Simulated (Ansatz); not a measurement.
Relaxed candidate structures of SnS2:

A. P6₃/mmc (No. 194), hP6; a = 3.561 Å, b = 3.561 Å, c = 11.149 Å, α = 90.00°, β = 90.00°, γ = 120.00°; Sn 2c (0.333, 0.667, 0.250); S 4f (0.667, 0.333, 0.106)

B. P-3m1 (No. 164), hP3, CdI2 type; a = b = 3.626 Å, c = 5.574 Å, α = β = 90.00°, γ = 120.00°; Sn 1a (0.000, 0.000, 0.000); S 2d (0.333, 0.667, 0.264)

Problem. Order them by energy per atom (lowest first) at the level PBEsol-D3(BJ) (plane waves to 420 eV, PAW, scalar-relativistic; Ansatz, a first-principles code).

Solution. B (reference, the lowest among the structures calculated here), A (+0.26 eV/atom)

Problem. Which candidates are metallic at this level, and what gaps do the others have?

Solution. No gap: A. B: 0.96 eV (no spin-orbit coupling).

Each run could gain symmetry but not lose that of its start, so entries can be saddle points. From databases, or of a type measured for this composition: P-3m1, hP3, CdI2 type; the others are generated cells (placed on structure types, drawn at random, substituted or restacked) that were not matched to a known phase here. Static energies at zero pressure. No spin polarisation in the result.
